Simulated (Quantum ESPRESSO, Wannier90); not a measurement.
## HfO2 (P4₂/nmc): Wannier90 run

```
begin unit_cell_cart
ang
    3.5580200000    0.0000000000    0.0000000000
    0.0000000000    3.5580200000    0.0000000000
    0.0000000000    0.0000000000    5.1718600000
end unit_cell_cart
begin atoms_frac
Hf   0.5000000000  0.5000000000  0.5000000000
Hf   0.0000000000  0.0000000000  0.0000000000
O    0.0000000000  0.5000000000 -0.3027900000
O    0.0000000000  0.5000000000  0.1972100000
O    0.5000000000  0.0000000000 -0.1972100000
O    0.5000000000  0.0000000000  0.3027900000
end atoms_frac
```

Cell from Materials Project (mp-1018721), symmetrised, no further relaxation. Not found in the COD (Crystallography Open Database) copy used, which has the formula in other groups; not checked further. Computed values, not measurements, from PBEsol: Quantum ESPRESSO (norm-conserving PseudoDojo potentials, cutoff 68 Ry, no spin polarisation, no spin-orbit coupling) on a Γ-centred 8×8×6 mesh, then Wannier90. Density: 10×10×6 mesh, cold smearing 0.01 Ry. Spin-orbit coupling is left out although heavy elements are present.

A tight-binding model is made by disentanglement and projection with no localisation steps (num_iter = 0), so the 22 orbitals stay atom-like: hydrogen-like Hf: d; O: p, axes along x, y, z; frozen window up to 6.18 eV relative to the valence-band maximum. It follows pw.x to 0.4 meV rms for states up to 5.7 eV relative to the valence-band maximum. Matrix elements depend on this choice of orbitals and windows.

**Question.** Which pairs of orbitals on different sites are coupled most strongly? Give distance, modulus and how many such pairs a cell has.

**Answer.** 
```
orbital    orbital  distance of the centres (Å)  modulus (eV)  pairs
---------  -------  ---------------------------  ------------  -----
Hf dyz        O py                         2.08          2.22      4
Hf dxz        O px                         2.08          2.22      4
Hf dx2-y2     O pz                         2.06          1.43      8
Hf dx2-y2     O py                         2.05          1.35      4
Hf dx2-y2     O px                         2.05          1.35      4
Hf dyz        O py                         2.32          1.29      4
Hf dxz        O px                         2.32          1.29      4
Hf dxy        O px                         2.05          1.29      4
Hf dxy        O py                         2.05          1.29      4
Hf dyz        O pz                         2.32          1.13      4
Hf dxz        O pz                         2.32          1.13      4
Hf dz2        O pz                         2.06          1.09      8
Hf dx2-y2     O pz                         2.36          0.89      8
O pz          O pz                         2.59          0.76      4
Hf dxz        O px                         2.02          0.69      4
Hf dyz        O py                         2.02          0.69      4
Hf dz2        O py                         2.37          0.66      4
Hf dz2        O px                         2.37          0.66      4
Hf dx2-y2     O px                         2.37          0.58      4
Hf dx2-y2     O py                         2.37          0.58      4
Hf dxy        O px                         2.38          0.51      4
Hf dxy        O py                         2.38          0.51      4
O px          O py                         2.58          0.50     16
Hf dyz        O pz                         2.09          0.40      4
Hf dxz        O pz                         2.09          0.40      4
Hf dyz        O py                         2.42          0.34      4
Hf dxz        O px                         2.42          0.34      4
O py          O py                         2.57          0.31      2
O px          O px                         2.57          0.31      2
O px          O px                         3.56          0.29      2
```
